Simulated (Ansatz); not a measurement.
# Computed properties of NiBi₃

NiBi$_{3}$:
```cif
data_Bi3Ni
_chemical_formula_sum 'Bi3 Ni1'
_space_group_name_H-M_alt 'Pm-3m'
_space_group_IT_number 221
_space_group_name_Hall '-P 4 2 3'
_cell_length_a 4.73241
_cell_length_b 4.73241
_cell_length_c 4.73241
_cell_angle_alpha 90.000
_cell_angle_beta 90.000
_cell_angle_gamma 90.000
loop_
_atom_site_label
_atom_site_type_symbol
_atom_site_symmetry_multiplicity
_atom_site_Wyckoff_symbol
_atom_site_fract_x
_atom_site_fract_y
_atom_site_fract_z
_atom_site_occupancy
Bi1 Bi 3 c 0.00000 0.50000 0.50000 1
Ni1 Ni 1 a 0.00000 0.00000 0.00000 1
```

Space group Pm-3m (No. 221), Cu3Au type; conventional cell a = 4.732 Å, b = 4.732 Å, c = 4.732 Å, α = 90.00°, β = 90.00°, γ = 90.00°.

Method: PBE in the plane-wave PAW code Ansatz. Geometry: relaxed at this level of theory. Other levels are named where they apply.

**Cell and energy**

```yaml
volume_per_atom: 26.50 Å³
density: 10.74 g/cm³
Formation energy from the elements (no fitted shifts): 0.43 eV/atom
```

**Electronic structure**

```yaml
electronic_character: metallic (no gap)
Density of states at the Fermi level: 0.76 states/eV per atom (mean over ±0.08 eV)
Gap with spin–orbit coupling: none (metallic)
```

**Magnetism**

```yaml
magnetic_order: non-magnetic (starting moments vanished)
```

**Mechanics**

```yaml
Bulk modulus (Birch–Murnaghan fit): 60.1 GPa
Pressure derivative B′: 4.6
```

The cell is a constructed one: a structure type filled with these elements; neither database checked (COD, Materials Project) lists it. Its standing as an ambient phase is unchecked. The cell was relaxed with PBE under the symmetry of its start; whether a distortion lowers the energy is not shown. The workflow began spin-polarised and lost its moments. The cell computed holds one magnetic atom, so no antiferromagnetic order was within reach. The references are the lowest solids computed at this level, not always the standard phases. Scalar-relativistic: spin–orbit coupling is off unless named, which matters more the heavier the elements.

Potentials: the earlier of the program's two PAW sets.
